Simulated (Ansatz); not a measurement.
MoPd:
```
CELL_PARAMETERS angstrom
      1.31810    -5.29843     0.00000
      1.31810     5.29843     0.00000
      0.00000     0.00000     4.32573
ATOMIC_POSITIONS crystal
  Mo 0.67477 0.32523 0.25000
  Pd 0.93098 0.06902 0.25000
  Mo 0.32523 0.67477 0.75000
  Pd 0.06902 0.93098 0.75000
```

Relaxed with r²SCAN.

Map the valence electron density (e/Å³), cut off at 5 on the plane through (0.675, 0.325, 0.250) spanned by u = [1, 1, 0] and v = [1, -1, 0] in lattice vectors, from r²SCAN (plane waves, PAW; program Ansatz).

x is the fraction of u, y of v (the angle between them is 90°; rows are the nearest grid lines); atoms in the plane: Mo at (0.00, 0.00), Mo at (0.50, 0.50), Pd at (0.00, 0.26), Pd at (0.50, 0.76).
```
|@@@@*-.   .-*@@@@|
|@%*=:.     .:=*%@|
|-::.         .::-|
|                 |
|    .:-+++-:.    |
|  .:#@@@@@@@#:.  |
|  .-%@@@@@@@%-.  |
|    :=#@@@#=:    |
|                 |
|                 |
|     .::-::.     |
|  .:=%@@@@@%=:.  |
|  .:=%@@@@@%=:.  |
|     .::-::.     |
|                 |
|..             ..|
|@@@#-.     .-#@@@|
|@@@@%-.   .-%@@@@|
|@@@@+:     :+@@@@|
|::..         ..::|
|                 |
|-::.         .::-|
|@%*=:.     .:=*%@|
|@@@@*-.   .-*@@@@|
```
Scale: ten equal steps from 0.174 (start of ' ') to 5.00 (end of '@'), in the order ' .:-=+*#%@'; x runs from 0.000 to 1.00, y from 0.000 (bottom) to 1.00 (top).

The density is the valence pseudo-density with augmentation charge, so density and ELF within about 1 Å of a nucleus are not all-electron values.

Space group Cmcm. The start of the workflow was typed in or built on a structure type; neither database checked (COD, Materials Project) lists it. Whether it is the stable phase at ambient conditions was not checked. The r²SCAN relaxation kept the symmetry of its start; its stability against distortions is not shown here. No spin polarisation was allowed.

Potentials: the earlier of the program's two PAW sets.
